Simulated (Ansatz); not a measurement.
YRh₃B: pressure against volume

YRh₃B, Pm-3m, a = 4.150 Å. The structure is a COD entry; whether it is the stable form wasn't checked. Ansatz: PBEsol, PAW, 420 eV, Γ-centred 8×8×8 mesh on 5 atoms, Gaussian smearing 0.10 eV; no spin polarisation. Symmetry fixes shape and atoms, so the cell is only scaled; pressure is positive in compression.

```
V (Å³/atom) P (GPa)
     12.576        ?
     13.005    23.54
     13.434    14.35
     13.862     6.57
     14.291    -0.02
     14.720    -5.59
     15.149   -10.32
     15.720   -15.50
```

**Question.** Take V0 = 14.291 Å³/atom, count pressures from its P0 = -0.02 GPa, fit the third-order Birch–Murnaghan form to the other rows, and predict the missing pressure.

**Answer.** With the Eulerian strain f = ½[(V0/V)^(2/3) − 1] and y = (P − P0)/[3f(1 + 2f)^(5/2)], the form is the line y = B0 + 1.5 B0 (B0′ − 4) f. Rows (f, y): 0.03244, 206.9; 0.02104, 205.4; 0.01026, 203.5; -0.00976, 199.8; -0.01906, 198.5; -0.03078, 196.5. Means f = 0.0006900, y = 201.77; Σ(Δf)² = 0.003003, ΣΔfΔy = 0.5043; the slope is their ratio. y = 201.7 + 167.9 f GPa, so B0 = 201.7 GPa and B0′ = 4 + 2 × (167.9)/(3 × 201.7) = 4.55. At V = 12.576, f = 0.04448, y = 209.17 and P = 34.52 GPa. The run gave 34.43 GPa, so the fit is 0.09 GPa too high, a small miss on the scale of the series.

Cost: 8 runs of about 1 core-minutes in all, on Arm Neoverse V1 (shared hosts).